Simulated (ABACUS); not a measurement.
ABACUS run on TaN (P-6m2, 2 atoms in the cell; from Materials Project mp-1459, changed as shown): self-consistent single point.

Computed with PBEsol, numerical atomic orbitals DZP (confined pseudo-atomic orbitals with Gaussian additions; energy shift 0.01 Ry), PseudoDojo 0.4 standard norm-conserving PBEsol (tails mended) pseudopotentials run with ABACUS.

The change in words: volume scaled by 0.96. Reference geometry (P-6m2):
```xyz
2
Lattice="3.0102 0.0000 0.0000 -1.5051 2.6069 0.0000 0.0000 0.0000 2.9593" Properties=species:S:1:pos:R:3 pbc="T T T"
Ta     0.0000     0.0000     1.4796
N      1.5051     0.8690     0.0000
```

Reference input (self-consistent single point, DFT, PBEsol, numerical atomic orbitals DZP (confined pseudo-atomic orbitals with Gaussian additions; energy shift 0.01 Ry), PseudoDojo 0.4 standard norm-conserving PBEsol (tails mended) pseudopotentials): basis = DZP numerical atomic orbitals, energy shift 0.01 Ry; KPT = Gamma 14 14 12 0 0 0; basis_type = lcao; dft_functional = PBESOL; ecutwfc = 100 Ry; smearing_method = mp; smearing_sigma = 0.00734986 Ry; potentials = PseudoDojo 0.4 standard norm-conserving PBEsol (tails mended); symmetry = 1; symmetry_prec = 1e-05; ks_solver = scalapack_gvx; scf_nmax = 100. This run's input differs from it in these lines:

```diff
@@ -31,8 +31,8 @@
 LATTICE_CONSTANT
-5.688463
+5.611583
 
 LATTICE_VECTORS
-   1.0000000051    0.0000000000    0.0000000000
-  -0.4999998364    0.8660254080    0.0000000000
-   0.0000000000    0.0000000000    0.9830742475
+   1.0000000536    0.0000000000    0.0000000000
+  -0.5000000268    0.8660256223    0.0000000000
+   0.0000000000    0.0000000000    0.9830744331
 
@@ -44,3 +44,3 @@
 1
-   0.0000000000    0.0000000000    2.7960907415 1 1 1
+   0.0000000000    0.0000000000    2.7583018882 1 1 1
 
@@ -49,3 +49,3 @@
 1
-   2.8442346737    1.6421161880    0.0000000000 1 1 1
+   2.8057944563    1.6199232666    0.0000000000 1 1 1
 # file: KPT
```

Output, abridged:

```
 SELF-CONSISTENT
 -------------------------------------------

                  longest orb rcut (Bohr) = 7.5
   longest nonlocal projector rcut (Bohr) = 2.3
                     search radius (Bohr) = 19.6

                          real space grid = [ 36, 36, 36 ]
                                 init_chg = atomic

 LCAO ALGORITHM --------------- ION=   1  ELEC=   1--------------------------------

 Density error is 0.1063955175
 E_KohnSham     -150.8379396565      -2052.2554539090
 E_Fermi        1.4595131186         19.8576947192

 LCAO ALGORITHM --------------- ION=   1  ELEC=   2--------------------------------

   [... lines left out ...]

   [... 5 blocks of this kind left out ...]

 LCAO ALGORITHM --------------- ION=   1  ELEC=   8--------------------------------

 Density error is 7.34428551664e-07
 E_KohnSham     -151.0050244240      -2054.5287587952
 E_Fermi        1.4134345442         19.2307635515

 LCAO ALGORITHM --------------- ION=   1  ELEC=   9--------------------------------

 Density error is 1.9735366984e-08
 E_KohnSham     -151.0050244241      -2054.5287587969
 E_KS(sigma->0) -151.0050264225      -2054.5287859859
 E_entropy(-TS) 0.0000059951         0.0000815670
 E_Fermi        1.4134345858         19.2307641168
 charge density convergence is achieved
 final etot is -2054.5287588 eV
 EFERMI = 19.230764117 eV

 STATE ENERGY(eV) AND OCCUPATIONS    NSPIN == 1
   [... 16 lines left out ...]

 TOTAL-FORCE (eV/Angstrom)
                       Ta1         0.0000000000         0.0000000000         0.0000000000
                        N1         0.0000000000         0.0000000000         0.0000000000

 TOTAL-STRESS (KBAR)
      -120.3993121165         0.0000000000         0.0000000000
         0.0000000000      -120.3992642650         0.0000000000
         0.0000000000         0.0000000000      -134.1645620653
 TOTAL-PRESSURE: -124.987713 KBAR

 --------------------------------------------
 !FINAL_ETOT_IS -2054.5287587969360175 eV
 --------------------------------------------
```

The run converged in 9 iterations. Against the reference run the free energy goes down by 53.2 meV/atom and the pressure goes from -23.82 to -12.50 GPa.

The atom-centred basis is finite, which shifts total energies and pressures against plane waves. The structure comes from a collection of computed structures, made at another level of theory; the collection holds predicted forms beside known ones. Its lattice was then scaled.

Cost on one core: roughly 17 core-seconds.

The atomic orbitals were generated for these runs; they are not ABACUS's published sets and were checked against plane waves on a few crystals only.

“Tails mended”: in these copies of the files the far tail of each local potential was reset to the Coulomb form.
